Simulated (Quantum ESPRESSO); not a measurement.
## Ti5SnRuMo (input and log of a self-consistent run)

A calculation, not a measurement. The program is pw.x of Quantum ESPRESSO 7.5 (plane-wave density functional theory). The cell is made up: eight metal atoms on a hexagonal close-packed lattice, with elements, volume, strain and displacements drawn at random and not relaxed, so it may be unstable or far from any real phase. PseudoDojo standard norm-conserving files set the functional (PBE unless stated); there is no spin polarisation or spin-orbit coupling, the Fermi-Dirac width of 0.25 eV means electrons at about 2900 K, and the masses in the input are unused placeholders. The tin pseudopotential is less sure than most, with forces differing by about three percent from a second method on plain tin. A spin test at this wide smearing found no moment, but such smearing suppresses magnetism that the real alloy may have.

Input:

```
&control calculation='scf', pseudo_dir='./dojo.nc.sr.pbe.v0_5.standard.upf', outdir='./o', disk_io='medium', tprnfor=.true., tstress=.true. /
&system ibrav=0, nat=8, ntyp=4, nbnd=69, ecutwfc=84.00895049, nosym=.true., tot_charge=0,
 occupations='smearing', smearing='fd', degauss=0.0183746611
/
&electrons conv_thr=1.470e-08, electron_maxstep=70, mixing_beta=0.5 /
ATOMIC_SPECIES
Mo 1.0 Mo.upf
Ru 1.0 Ru.upf
Sn 1.0 Sn.upf
Ti 1.0 Ti.upf
CELL_PARAMETERS angstrom
0.0 4.9055 0.0
2.8322 0.0 4.6002
2.8322 0.0 -4.6002
ATOMIC_POSITIONS angstrom
Ti 0.0027 -0.0337 -0.092
Ti 2.7723 0.0308 -0.0168
Sn 2.8099 1.6407 -2.1576
Ti 2.7422 1.6884 2.2975
Ru 1.3754 2.3065 0.0414
Mo 4.1976 2.4369 0.048
Ti 1.2832 3.9869 -2.2614
Ti 1.3445 4.0327 2.4669
K_POINTS automatic
5 5 5 1 1 1
```

The log is shortened where brackets say so; the opening notice, blank lines, dates and the lines on written files are dropped, and the path of the files is cut. It prints rydbergs, bohrs and kilobars, and counts compression as positive stress. Its total energy is the free energy E - TS of the whole cell.

```
     Program PWSCF v.7.5
     Parallel version (MPI & OpenMP), running on       1 processor cores
     Number of MPI processes:                 1
     Threads/MPI process:                     1
     [start-up lines left out]
     bravais-lattice index     =            0
     lattice parameter (alat)  =       9.2701  a.u.
     unit-cell volume          =     862.6021 (a.u.)^3
     number of atoms/cell      =            8
     number of atomic types    =            4
     number of electrons       =       104.00
     number of Kohn-Sham states=           69
     kinetic-energy cutoff     =      84.0090  Ry
     charge density cutoff     =     336.0358  Ry
     scf convergence threshold =      1.5E-08
     mixing beta               =       0.5000
     number of iterations used =            8  plain     mixing
     Exchange-correlation= PBE
                           (   1   4   3   4   0   0   0)
     [axes and pseudopotential details left out]
   Cartesian axes
     site n.     atom                  positions (alat units)
         1        Ti     tau(   1) = (   0.0005504  -0.0068698  -0.0187545  )
         2        Ti     tau(   2) = (   0.5651412   0.0062787  -0.0034247  )
         3        Sn     tau(   3) = (   0.5728060   0.3344613  -0.4398328  )
         4        Ti     tau(   4) = (   0.5590052   0.3441851   0.4683518  )
         5        Ru     tau(   5) = (   0.2803792   0.4701865   0.0084395  )
         6        Mo     tau(   6) = (   0.8556926   0.4967689   0.0097849  )
         7        Ti     tau(   7) = (   0.2615839   0.8127408  -0.4609928  )
         8        Ti     tau(   8) = (   0.2740801   0.8220773   0.5028845  )
     number of k points=    63  Fermi-Dirac smearing, width (Ry)=  0.0184
                       cart. coord. in units 2pi/alat
        k(    1) = (   0.1732046   0.1000000   0.0000000), wk =   0.0320000
        k(    2) = (   0.3464092   0.1000000  -0.1066367), wk =   0.0320000
     [further k points left out]
     Dense  grid:    89763 G-vectors     FFT dimensions: (  60,  60,  60)
     Estimated max dynamical RAM per process >     150.97 MB
     Initial potential from superposition of free atoms
     starting charge     103.9883, renormalised to     104.0000
     Starting wfcs are   79 randomized atomic wfcs
     total cpu time spent up to now is       33.5 secs
     per-process dynamical memory:    87.2 Mb
     Self-consistent Calculation
     iteration #  1     ecut=    84.01 Ry     beta= 0.50
     Davidson diagonalization with overlap
     ethr =  1.00E-02,  avg # of iterations =  2.2
     total cpu time spent up to now is      113.9 secs
     total energy              =   -1092.18392737 Ry
     estimated scf accuracy    <       2.91372275 Ry
     iteration #  2     ecut=    84.01 Ry     beta= 0.50
     Davidson diagonalization with overlap
     ethr =  2.80E-03,  avg # of iterations =  5.9
     total cpu time spent up to now is      225.0 secs
     total energy              =   -1092.19900712 Ry
     estimated scf accuracy    <      25.89208107 Ry
     iteration #  3     ecut=    84.01 Ry     beta= 0.50
     Davidson diagonalization with overlap
     ethr =  2.80E-03,  avg # of iterations =  3.1
     total cpu time spent up to now is      304.5 secs
     total energy              =   -1093.86836410 Ry
     estimated scf accuracy    <       1.78777971 Ry
     iteration #  4     ecut=    84.01 Ry     beta= 0.50
     Davidson diagonalization with overlap
     ethr =  1.72E-03,  avg # of iterations =  1.7
     total cpu time spent up to now is      366.7 secs
     total energy              =   -1093.84576564 Ry
     estimated scf accuracy    <       0.60616287 Ry
     iteration #  5     ecut=    84.01 Ry     beta= 0.50
     Davidson diagonalization with overlap
     ethr =  5.83E-04,  avg # of iterations =  6.3
     total cpu time spent up to now is      452.1 secs
     total energy              =   -1093.91176226 Ry
     estimated scf accuracy    <       0.06764005 Ry
     [iterations 6 to 14 left out]
     iteration # 15     ecut=    84.01 Ry     beta= 0.50
     Davidson diagonalization with overlap
     ethr =  1.11E-08,  avg # of iterations =  2.1
     total cpu time spent up to now is     1326.3 secs
     total energy              =   -1093.94095661 Ry
     estimated scf accuracy    <       0.00000164 Ry
     iteration # 16     ecut=    84.01 Ry     beta= 0.50
     Davidson diagonalization with overlap
     ethr =  1.57E-09,  avg # of iterations =  4.7
     total cpu time spent up to now is     1414.0 secs
     total energy              =   -1093.94095679 Ry
     estimated scf accuracy    <       0.00000016 Ry
     iteration # 17     ecut=    84.01 Ry     beta= 0.50
     Davidson diagonalization with overlap
     ethr =  1.57E-10,  avg # of iterations =  5.2
     total cpu time spent up to now is     1508.5 secs
     total energy              =   -1093.94095682 Ry
     estimated scf accuracy    <       0.00000007 Ry
     iteration # 18     ecut=    84.01 Ry     beta= 0.50
     Davidson diagonalization with overlap
     ethr =  6.29E-11,  avg # of iterations =  2.1
     total cpu time spent up to now is     1578.3 secs
     total energy              =   -1093.94095683 Ry
     estimated scf accuracy    <       0.00000003 Ry
     iteration # 19     ecut=    84.01 Ry     beta= 0.50
     Davidson diagonalization with overlap
     ethr =  3.23E-11,  avg # of iterations =  1.3
     total cpu time spent up to now is     1645.9 secs
     End of self-consistent calculation
     [lines on levels left out]
!    total energy              =   -1093.94095682 Ry
     estimated scf accuracy    <          6.7E-09 Ry
     smearing contrib. (-TS)   =      -0.15474054 Ry
     internal energy E=F+TS    =   -1093.78621628 Ry
     The total energy is F=E-TS. E is the sum of the following terms:
     one-electron contribution =    -283.66961564 Ry
     hartree contribution      =     197.65448152 Ry
     xc contribution           =    -186.81561980 Ry
     ewald contribution        =    -820.95546236 Ry
     convergence has been achieved in  19 iterations
     Forces acting on atoms (cartesian axes, Ry/au):
     atom    1 type  4   force =    -0.00521141   -0.01481200    0.05518171
     atom    2 type  4   force =    -0.00346475   -0.04882869    0.03862348
     atom    3 type  3   force =    -0.03469390   -0.02402140   -0.07739730
     atom    4 type  4   force =     0.01296558   -0.01991107    0.00068248
     atom    5 type  2   force =    -0.01638158    0.02909521    0.01750346
     atom    6 type  1   force =     0.02757608    0.02522065    0.02665288
     atom    7 type  4   force =     0.01604850    0.02962336   -0.00751654
     atom    8 type  4   force =     0.00316148    0.02363393   -0.05373017
     Total force =     0.153918     Total SCF correction =     0.000253
     Computing stress (Cartesian axis) and pressure
          total   stress  (Ry/bohr**3)                   (kbar)     P=      120.61
   0.00101157  -0.00004350   0.00003029          148.81       -6.40        4.46
  -0.00004350   0.00060927  -0.00002993           -6.40       89.63       -4.40
   0.00003029  -0.00002993   0.00083873            4.46       -4.40      123.38
     init_run     :     31.14s CPU     33.31s WALL (       1 calls)
     electrons    :   1525.12s CPU   1612.41s WALL (       1 calls)
     forces       :     11.71s CPU     11.86s WALL (       1 calls)
     stress       :     39.80s CPU     39.98s WALL (       1 calls)
     [timing details left out]
     PWSCF        :  26m48.36s CPU  28m19.51s WALL
     JOB DONE.
```

In other units: free energy -14883.825 eV for the cell, pressure 12.06 GPa, largest force component 1.990 eV/Å in size. The run took 1701 s of wall time with one process on a shared machine (AMD EPYC, Zen 5, virtual cores), so the time is rough. A rerun of this cell at a higher cutoff and on a denser mesh moved values by no more than 0.003 eV in energy, 0.02 GPa in stress and 0.003 eV/Å in force, and a second program with other atomic files agreed on that cell to 2 % rms in force and 0.5 GPa in pressure.